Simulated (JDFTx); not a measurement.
| Quantity | Value |
|---|---|
| surface | HfB2(1 0 -1 0), B outermost, slab composition Hf2B6 |
| bulk | HfB2, P6/mmm, lattice of mp-1994 (not re-optimised) |
| slab | 8 atoms in 8 planes, 1x1, 5.8 Å between the outermost planes |
| in-plane cell | 3.133 × 3.479 Å, 10.90 Å² |
| cell height | 22.3 Å |
| sampling | 8×6×1 k mesh, Fermi smearing 0.01 Ha, no spin polarisation |

Whether this polymorph is the ambient one wasn't checked. Neither spin polarisation nor a larger cell was tried.

Profiles through the double layer of this slab, charged, in SCCS (g09 parameters), water, 0.5 M NaCl; PBE, GBRV ultrasoft potentials, plane waves to 20/100 Ha, a modified build of JDFTx. z is the height above the outermost atoms, φ the plane-averaged electrostatic potential energy of an electron (zero in the bulk liquid), ρ_b the bound charge of solvent and ions, s the cavity shape function (0 in the solid, 1 in the liquid).

```csv
z (Å),n (e/Å³),s,φ (eV),ρ_b (10⁻³ e/Å³)
0.81,0.0802,0.00,-0.734,0.04
1.28,0.0222,0.00,-0.332,1.02
1.74,0.0057,0.03,-0.052,0.89
2.21,0.0015,0.58,0.011,0.14
2.67,0.0004,1.00,0.011,0.43
3.13,0.0001,1.00,0.010,0.13
3.60,0.0000,1.00,0.009,0.04
4.06,0.0000,1.00,0.008,0.01
4.53,0.0000,1.00,0.007,0.00
4.99,0.0000,1.00,0.006,0.00
5.46,0.0000,1.00,0.006,0.00
5.92,0.0000,1.00,0.005,0.00
6.39,0.0000,1.00,0.005,0.00
6.85,0.0000,1.00,0.004,0.00
7.32,0.0000,1.00,0.004,0.00
7.78,0.0000,1.00,0.003,0.00
```

**Question.** Is the electrode positively or negatively charged, and roughly by how much?

**Answer.** Negatively: σ = -2.0 μC/cm² per face. The liquid's bound charge is of the opposite sign overall, and far from the surface φ decays with the screening length (4.3 Å).
